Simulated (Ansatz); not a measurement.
Consider the following.

LiCl (rock salt) is sheared across one {110} plane: the third cell vector gains the shift, so faults repeat every 5.5 Å. The cut lies between planes 1.82 Å apart; the cell height is held.

```
LiCl
1.0
    3.64188     0.00000     0.00000
    0.00000     5.15039     0.00000
    1.82094     2.57520     5.46282
Cl Li
3 3
Direct
  0.00000   0.00000   0.83333
  0.33333   0.33333   0.16667
  0.66667   0.66667   0.50000
  0.00000   0.50000   0.83333
  0.33333   0.83333   0.16667
  0.66667   0.16667   0.50000
```

In-plane vectors a = (3.642, 0.000) Å, b = (0.000, 5.150) Å, area 18.76 Å². The shift is s times the vector a (length 3.642 Å), so s = 1 restores the start. The shift is rigid: no atom relaxes. γ = [E(shift) − E(0)] / area.

These are PBE (plane waves to 420 eV, PAW, scalar-relativistic; Ansatz, a first-principles code) values and carry that method's errors. k mesh 8×8×8 (Γ-centred), Fermi-Dirac smearing 0.05 eV. Energies are extrapolated to zero smearing. Faults lie only 5.5 Å apart, and holding the cell height and the atoms raises γ above its relaxed value. LiCl was relaxed with its symmetry unable to fall. γ is measured from zero shift.

The scan covers s from 0.000 to 0.917 in 12 points.

### Question
Does γ have a local minimum between the ends of the line, and at which s?

### Answer
No computed point is one.

### Question
At which s is γ highest?

### Answer
s = 0.500.

### Question
What is the highest γ among twelve even steps of s?

### Answer
1474 mJ/m².

(The slope of γ gives the shear force per area between the displaced halves; near zero shift its curvature is an elastic stiffness.)
